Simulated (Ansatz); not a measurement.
Si (diamond)

```yaml
crystal:
  lattice:
    - [0.00000, 2.71678, 2.71678]
    - [2.71678, 0.00000, 2.71678]
    - [2.71678, 2.71678, 0.00000]
  atoms:
    - { symbol: Si, position: [0.50000, 0.50000, 0.50000] }
    - { symbol: Si, position: [0.75000, 0.75000, 0.75000] }
```

The slice is a {110} plane (indices of the conventional cell) through the point (0.750, 0.750, 0.750) (fractional), spanned by u = [100] and v = [1 -1 -1] in vectors of this cell: u (3.84 Å) and v (5.43 Å, at 90° to u). It covers one period; positions are fractions (u, v).

These are PBEsol (plane waves to 420 eV, PAW, scalar-relativistic; Ansatz, an electronic-structure program) values and carry that method's errors. k mesh 11×11×11. These are valence fields of a PAW run, semicore shells included where kept as valence: close to a nucleus they are smooth pseudo fields. Si was relaxed with its symmetry unable to fall. The PAW data are Ansatz's earlier set.

**Question.** What is the valence density on the shortest Si–Si line in this plane (2.35 Å), at its midpoint?

**Answer.** 0.57 e/Å³.

**Question.** What is the ELF at the midpoint of the shortest Si–Si line in this plane (2.35 Å)?

**Answer.** 0.9.

**Question.** The ELF has a maximum in the middle third of the Si–Si line. Where, and how high?

**Answer.** 0.95, 1.2 Å from Si.

**Question.** Predict the map of the electron localisation function (ELF) on the slice.

**Answer.** 
```
|xxxx3355665533223355665533xx|
|4444444444221100112244444444|
|6666554422110000001122445566|
|6666553311000000000011335566|
|4444331100000000000000113344|
|2222110000000000000000001122|
|0000000000000000000000000000|
|0000000000000000000000000000|
|0000000000112222221100000000|
|0000000011334444443311000000|
|0000001133556666665533110000|
|0000112244556666665544221100|
|0011224444444444444444442211|
|223355665533xxxxxx3355665533|
|445577887744xxxxxx4477887755|
|667799999977xxxxxx7799999977|
|6677999999996644669999999977|
|4466999999997766779999999966|
|xxxx7799999977667799999977xx|
|xxxx4477887755445577887744xx|
```
Scale: ten equal steps from 0.02 (start of '0') to 0.95 (end of '9'), in the order '0123456789'. Values: electron localisation function (ELF). The map has 14 points along u (two characters each, u = 0 at the left) and 20 along v (v = 0 in the bottom row). Points within 0.5 Å of a nucleus are blanked (x), as the pseudised field means little there.
